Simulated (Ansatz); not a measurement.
## What DFT gives for LaSi2Pt2

```xyz
5
Lattice="-2.1586 2.1586 4.9485 2.1586 -2.1586 4.9485 2.1586 2.1586 -4.9485" Properties=species:S:1:pos:R:3 pbc="T T T"
Si    0.0000    0.0000    3.7114
Si    0.0000    0.0000    6.1856
Pt    0.0000    2.1586    2.4743
Pt    2.1586    0.0000    2.4743
La    0.0000    0.0000    0.0000
```

Level: r2SCAN, no spin polarisation; 500 eV; 11×11×11 Γ-centred mesh; fermi-dirac occupations (width 0.1 eV); Ansatz 0.2.0, fixed geometry.

Problem. What happens at the Fermi level?

Solution. It is a metal, with about 2.6 states/eV a cell as the mean within 0.25 eV of the Fermi level, mostly Pt d (35 %), Si p (26 %) and La d (24 %).

Problem. Which element gives electrons and which takes them?

Solution. Bader charges in e: La +1.63, Si +0.41, Pt -1.23. In the mean La gives up most and Pt takes most.

Problem. What does the stress say?

Solution. The pressure is -0.5 GPa (compression positive), so with the atoms held at these fractions the cell would first shrink. The principal stresses -0.9, -0.9, 0.3 GPa differ, so its shape would change too.

Problem. Are the atoms at rest?

Solution. Nearly at rest: the largest force is 0.003 eV/Å.

Problem. What is the formation energy?

Solution. -1.09 eV an atom against the elements' usual phases (free molecules for gases, crystals otherwise, with no correction for O₂ or N₂), so it is bound against them; other compounds may still compete. Relaxing would lower it.

Origin: a database entry at a rescaled volume. Caveats: f levels without a U or exact exchange are poorly placed.

It took 2 min on 1 thread of Intel(R) Xeon(R) Platinum 8375C CPU @ 2.90GHz (Ice Lake), with other jobs on the host, peak memory 1.2 GiB, starting from a saved density. The time holds forces, stress, Bader, DOS, bands, ELF.
